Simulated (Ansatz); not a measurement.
HgTe:
```yaml
crystal:
  lattice:
    - [4.67542, 0.00000, 0.00000]
    - [-2.33771, 4.04903, 0.00000]
    - [0.00000, 0.00000, 10.38681]
  atoms:
    - { symbol: Hg, position: [0.30858, 0.30858, 0.00000] }
    - { symbol: Hg, position: [0.69142, 0.00000, 0.33333] }
    - { symbol: Hg, position: [0.00000, 0.69142, 0.66667] }
    - { symbol: Te, position: [0.48900, 0.48900, 0.50000] }
    - { symbol: Te, position: [0.51100, 0.00000, 0.83333] }
    - { symbol: Te, position: [0.00000, 0.51100, 0.16667] }
```

Relaxed with r²SCAN. Special points in fractions of this cell's reciprocal vectors: Γ (0.000, 0.000, 0.000); M (0.500, 0.000, 0.000); K (0.333, 0.333, 0.000); A (0.000, 0.000, 0.500); L (0.500, 0.000, 0.500); H (0.333, 0.333, 0.500).

Problem. List the band energies nearest the valence-band maximum at these points for the program Ansatz at the r²SCAN level (PAW).

Solution. In eV from the valence-band maximum; about four levels below and three above (degenerate sets whole), none deeper than 8.9 eV; points with the same levels are listed once.

| k | below | above |
|---|---|---|
| Γ | -1.27 -1.27 -0.18 -0.17 -0.17 | 0.96 2.56 2.56 |
| M | -2.02 -1.30 -1.03 -0.85 | 1.06 1.96 2.10 |
| K | -2.68 -2.68 -1.33 -0.94 -0.94 | 1.28 1.89 1.89 |
| A | -1.28 -1.28 -0.26 -0.26 0.00 | 1.82 1.82 2.53 |
| L | -2.04 -1.92 -1.01 -0.73 | 1.36 1.89 2.73 |
| H | -2.20 -2.20 -2.02 -0.87 | 2.02 2.53 2.53 |

Space group P3_121. The first step of the workflow began from a Materials Project structure, measured or hypothetical; the Crystallography Open Database copy checked does not list it. It is not the phase usual at ambient conditions (space group No. 216). The cell was relaxed with r²SCAN under the symmetry of its start; its stability against distortions is not shown here. Spin–orbit coupling is left out wherever it is not named.

Potentials: the later of the program's two PAW sets.
